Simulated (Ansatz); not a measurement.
Ru (hcp, Mg type)

```
Ru
1.0
    5.40913     0.00000     0.00000
   -1.35228     2.34222     0.00000
    0.00000     0.00000     4.26009
Ru
4
Direct
  0.16667   0.66667   0.75000
  0.66667   0.66667   0.75000
  0.33333   0.33333   0.25000
  0.83333   0.33333   0.25000
```

The atoms are displaced by Q × the pattern below (from a DFPT mode at M = (0.5, 0.0, 0.0), largest move 1; Q in Å), at fixed cell. (q is in reciprocal vectors of the primitive cell; the cell shown is doubled to hold the pattern.)

| atom | x | y | z |
|---|---|---|---|
| Ru1 | 0.000 | 0.000 | -1.000 |
| Ru2 | 0.000 | 0.000 | 1.000 |
| Ru3 | 0.000 | 0.000 | -1.000 |
| Ru4 | 0.000 | 0.000 | 1.000 |

The numbers are results of r2SCAN (plane waves to 500 eV, PAW, scalar-relativistic; Ansatz, a first-principles code), not measurements. k mesh 10×20×11 (Γ-centred), Fermi-Dirac smearing 0.05 eV. The energy includes the smearing's −TS. Compression counts positive. With partly filled bands, energies and forces of such displacements shift with the k mesh and the smearing. Ru is run without spin polarisation. Ru was relaxed with its symmetry unable to fall. The zero of ΔE is the undisplaced structure.

```
Q (Å)   ΔE (meV/cell)  P (GPa)  −dE/dQ from forces (eV/Å)
------  -------------  -------  -------------------------
-0.100            237      2.3                      4.906
-0.083            163      1.6                      4.013
-0.067            103      1.0                      3.152
-0.050             57      0.6                      2.324
-0.033             25      0.2                      1.529
-0.017              6      0.1                      0.758
0.000               0      0.0                      0.000
0.017               6      0.1                     -0.758
0.033              25      0.2                     -1.529
0.050              57      0.6                     -2.324
0.067             103      1.0                     -3.152
0.083             163      1.6                     -4.013
0.100             237      2.3                     -4.906
```

Summary:

The energy at Q = 0.100 Å is 237 meV/cell. Space group of the distorted cell: Pnnm (No. 58), lowered from P6_3/mmc. Symmetry of the curve: even: the same for both signs. Shape of the curve: a single well with its minimum at or next to zero displacement. Harmonic wavenumber from the curvature (finite differences): 175 cm⁻¹. Wavenumber by perturbation theory (DFPT, on another k mesh): 178 cm⁻¹.

The 13 points together took about 14 core-minutes (a rough figure).

(For displaced atoms, the force is minus the slope of the energy, and its curvature is a force constant, which sets phonon frequencies.)
